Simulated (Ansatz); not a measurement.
NaI:
```
NaI
1.0
    0.00000     3.23041     3.23041
    3.23041     0.00000     3.23041
    3.23041     3.23041     0.00000
Na I
1 1
Cartesian
  0.00000   0.00000   0.00000
  3.23041   3.23041   3.23041
```

Relaxed with r²SCAN. DFT-r²SCAN in the program Ansatz with PAW potentials gives a gap of 4.45 eV.

Q: What gap does HSE06 give on the same cell (Ansatz, PAW)?

A: 4.69 eV, 0.24 eV more. The hybrid was solved on a coarser mesh and at special points; its gap is the smallest among all of these.

| k | v1 r²SCAN | c1 r²SCAN | v1 HSE06 | c1 HSE06 |
|---|---|---|---|---|
| Γ | 0.00 | 4.45 | 0.00 | 4.69 |
| X | -0.77 | 5.21 | … | … |
| L | -0.29 | 5.70 | … | … |
| W | -0.94 | 6.57 | … | … |
| K | -0.62 | 5.90 | … | … |

Q: Top valence (v1) and lowest conduction level (c1) in eV from each method's valence maximum (which need not be a listed point): supply the withheld HSE06 values.

A: 
- X, v1 HSE06: -0.81
- X, c1 HSE06: 5.54
- L, v1 HSE06: -0.31
- L, c1 HSE06: 6.07
- W, v1 HSE06: -0.99
- W, c1 HSE06: 6.93
- K, v1 HSE06: -0.65
- K, c1 HSE06: 6.25

Cost on shared cores: the r²SCAN run (SCF on a 8×8×8 mesh, then bands and DOS) very roughly 14 core-seconds, the HSE06 run (SCF on 6×6×6, then a few points) very roughly 80 core-seconds; the tasks are unlike.

Space group Fm-3m (rock salt). The r²SCAN relaxation kept the symmetry of its start; phonons on a q-mesh show no instability. Spin–orbit coupling is left out wherever it is not named.

Potentials: the later of the program's two PAW sets.
